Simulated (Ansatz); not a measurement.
## Questions on the electronic state of Pd

Pd is taken as a test cell of our own (not relaxed), 1 atom in the cell.

```
Pd
1.0
     0.00000    1.94500    1.94500
     1.94500    0.00000    1.94500
     1.94500    1.94500    0.00000
Pd
1
Direct
  0.00000 0.00000 0.00000
```

Atoms are numbered from 1 in the order listed.

Level of theory: DFT, r2SCAN, JTH PAW, plane waves, scalar-relativistic in Ansatz.

- Plane-wave cutoff: 1110 eV
- k-point mesh: 4×4×4 (Γ-centred)
- Occupations: Fermi–Dirac smearing, 0.1 eV
- Valence electrons: 18

Site moments are integrals over atomic spheres and don't add up to the total.

With one magnetic atom in the cell its copies can only be parallel; orders in a larger cell may lie lower.

The mesh is coarse, so energy differences (and at times their sign) aren't converged.

Orders that need a larger cell or non-collinear spins weren't tried.

The default search runs further SCF cycles only where the state itself hints at a lower one. With a search on, the program may also reshape the start on open shells. Ends within 0.2 meV/atom and 0.1 μB count as one state.

Predict the lowest-energy solution among 2 converged runs.

Spin-polarised, site moments Pd1 0.47 μB, total 0.45 μB per cell. It was reached from: default search for lower states [Pd1 2.00 μB].

By how much does the spin-unpolarised solution lie above it?

12.9 meV/atom (0.01 eV per cell).
